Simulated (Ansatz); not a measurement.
Ge$_{2}$Sb$_{2}$Te$_{5}$:
```xyz
9
Lattice="4.2450 0.0000 0.0000 -2.1225 3.6763 0.0000 0.0000 0.0000 17.3326" Properties=species:S:1:pos:R:3 pbc="T T T"
Te     0.0000     0.0000    17.2780
Sb     0.0000     2.4508     1.6914
Te     2.1225     1.2254     3.6151
Sb     0.0000     0.0000     5.6489
Te     0.0000     2.4508     7.3538
Te     2.1225     1.2254     9.9619
Ge     0.0000     0.0000    11.3945
Te     0.0000     2.4508    13.6241
Ge     2.1225     1.2254    15.0757
```

Relaxed with PBE+D3(BJ). Special points in fractions of this cell's reciprocal vectors: Γ (0.000, 0.000, 0.000); M (0.500, 0.000, 0.000); K (0.333, 0.333, 0.000); A (0.000, 0.000, 0.500); L (0.500, 0.000, 0.500); H (0.333, 0.333, 0.500).

Question: List the band energies nearest the valence-band maximum at these points for the program Ansatz at the PBE+D3(BJ) level (PAW).

Answer: In eV from the valence-band maximum; about four levels below and three above (degenerate sets whole), none deeper than 8.9 eV; points with the same levels are listed once.

```tsv
k	below	above
Γ	-1.31 -1.31 -1.14 -0.90 -0.06	0.29 0.29 0.59
M	-1.81 -1.70 -1.12 -1.02	0.49 0.80 0.94
K	-2.36 -1.03 -1.00 -0.85	0.75 0.86 0.91
A	-1.35 -1.35 -0.78 -0.08	0.35 0.35 0.62
L	-2.13 -1.91 -1.54 -0.43	0.24 0.72 1.27
H	-1.68 -1.67 -1.53 -1.44	1.33 1.41 1.52
```

Space group P3m1. The start of the workflow was typed in or built on a structure type; neither database checked (COD, Materials Project) lists it. It is not the phase usual at ambient conditions (space group No. 164). Symmetry was held in the PBE+D3(BJ) relaxation; whether a distortion lowers the energy is not shown. Scalar-relativistic: spin–orbit coupling is off unless named, which matters more the heavier the elements.

Potentials: the earlier of the program's two PAW sets.
